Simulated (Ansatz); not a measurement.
AgTi2CO2:
```
CELL_PARAMETERS angstrom
      2.97647     0.00000     0.00000
     -1.48824     2.57770     0.00000
      0.00000     0.00000    10.02713
ATOMIC_POSITIONS crystal
  O  0.33333 0.66667 0.77605
  Ti 0.66667 0.33333 0.87109
  C  0.00000 0.00000 0.00000
  Ti 0.33333 0.66667 0.12891
  O  0.66667 0.33333 0.22395
  Ag 0.00000 0.00000 0.50000
```

Relaxed with r²SCAN+D4. Special points in fractions of this cell's reciprocal vectors: Γ (0.000, 0.000, 0.000); M (0.500, 0.000, 0.000); K (0.333, 0.333, 0.000); A (0.000, 0.000, 0.500); L (0.500, 0.000, 0.500); H (0.333, 0.333, 0.500).

Problem. List the band energies nearest the Fermi level at these points for the program Ansatz at the r²SCAN+D4 level (PAW).

Solution. In eV from the Fermi level; about four levels below and three above (degenerate sets whole), none deeper than 8.9 eV; points with the same levels are listed once.

```
k                          below                     above
-  -----------------------------  ------------------------
Γ        -1.96 -1.90 -0.45 -0.45  0.58 0.58 1.47 1.47 1.47
M        -2.50 -2.35 -1.94 -0.08            1.41 2.28 2.38
K  -3.66 -3.66 -3.29 -3.29 -3.00            1.18 1.63 1.63
A  -2.82 -2.82 -0.85 -0.45 -0.45            0.58 0.58 1.20
L        -2.35 -2.35 -1.93 -0.11            1.42 2.28 2.32
H  -3.62 -3.62 -3.37 -3.37 -3.00            1.18 1.63 1.63
```

Space group P-3m1. The cell is a constructed one: a structure type filled with these elements; neither database checked (COD, Materials Project) lists it. Whether it is the stable phase at ambient conditions was not checked. The cell was relaxed with r²SCAN+D4 under the symmetry of its start; its stability against distortions is not shown here. The run is not spin-polarised. Without spin polarisation and U, an open-shell compound can come out a false metal. Spin–orbit coupling is left out wherever it is not named.

Potentials: the later of the program's two PAW sets.
